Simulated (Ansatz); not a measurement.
TiAgHg2, DFT, PBEsol, PAW with Ansatz's default frozen-core files, scalar-relativistic (Ansatz 0.2.0), run on 1 thread of Arm Neoverse V2 on a shared host.

The cell comes from COD entry 1509376, which wasn't checked; take it as a given geometry. The listed cell was then made from it by scaling, straining or moving an atom.

Command: `ansatz run input.yaml --threads 1 --pin off --max-ram 4096MiB --backend cpu --events-out ev --progress --plain --runs-dir out`

```yaml
crystal:
  lattice:
    - [4.233, 0.0, 0.0]
    - [0.0, 4.233, 0.0]
    - [0.0, 0.0, 4.06]
  atoms:
    - { symbol: Ti, position: [0.5, 0.5, 0.0] }
    - { symbol: Ag, position: [0.0, 0.0, 0.0] }
    - { symbol: Hg, position: [0.0, 0.5, 0.5] }
    - { symbol: Hg, position: [0.5, 0.0, 0.5] }
kpoints:
  mp_grid: { grid: [8, 8, 8] }
scf:
  occupations: { method: fermi_dirac, width: 0.03 }
hamiltonian:
  xc: pbesol
  pseudopotentials: { kind: paw }
output:
  forces: true
  stress: true
  eigenvalues: true
  efg: { contact_densities: true }
```

(1) How large is the problem that the program sets up?

(2) Estimate the wall time and the peak memory.

(3) And the same cell and mesh by all-electron PAW (datasets made for this crystal), asked for forces, stress, eigenvalues, efg, on the same hardware?

## Answers

(1) 75 irreducible k-points, 1413 plane waves at Γ, 43 bands.

(2) 13 s of wall time for 7 SCF iterations, with a peak of 0.54 GiB. Times on shared machines scatter by tens of per cent.

(3) 49 s, peak memory 1 GiB.
